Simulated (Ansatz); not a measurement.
Property card for FeBiO3

FeBiO3:
```
FeBiO3
1.0
    3.79324     0.00000     0.00000
    0.00000     3.79324     0.00000
    0.00000     0.00000     3.79324
Fe O Bi
1 3 1
Direct
  0.50000   0.50000   0.50000
  0.50000   0.50000   0.00000
  0.00000   0.50000   0.50000
  0.50000   0.00000   0.50000
  0.00000   0.00000   0.00000
```
The run is spin-polarised; directions of the spins, atom by atom: ↑ 0 0 0 0.

Space group Pm-3m (No. 221), cubic perovskite; conventional cell a = 3.793 Å, b = 3.793 Å, c = 3.793 Å, α = 90.00°, β = 90.00°, γ = 90.00°.

Method: DFT-PBEsol in the program Ansatz with PAW potentials. Geometry: relaxed at this level of theory. Other levels are named where they apply.

### Cell and energy

```json
{
 "volume_per_atom": "10.92 Å³",
 "density": "9.52 g/cm³",
 "Formation energy from the elements (no fitted shifts)": "-1.11 eV/atom"
}
```

### Electronic structure

```json
{
 "electronic_character": "metallic (no gap)",
 "Density of states at the Fermi level": "0.50 states/eV per atom (mean over ±0.08 eV)"
}
```

### Magnetism

```json
{
  "magnetic_order": "ferromagnetic",
  "net_moment": "0.53 μB per atom"
}
```

### Mechanics

```json
{
 "Bulk modulus (Birch–Murnaghan fit)": "176 GPa",
 "Pressure derivative B′": "6.0"
}
```

### Charges

```json
{
  "bader_charges": "Fe +1.56, O -1.12, Bi +1.82 e"
}
```

The workflow started from an entry of the Crystallography Open Database (COD); the relaxed space group is not among those it files for this formula. It is not the phase usual at ambient conditions (space group No. 161). The cell was relaxed with PBEsol under the symmetry of its start; its stability against distortions is not shown here. The final state is ferromagnetic, chosen from 4 collinear starts compared on coarse meshes (ties went to the first, and starts can fall back to one state), not a proven ground state. No Hubbard U is applied. The compound may be a true metal, but semilocal functionals without U, or a wrong spin order, can also close a gap. The references are the lowest solids computed at this level, not always the standard phases (solids in place of the gases). Spin–orbit coupling is left out wherever it is not named.

Potentials: the later of the program's two PAW sets.
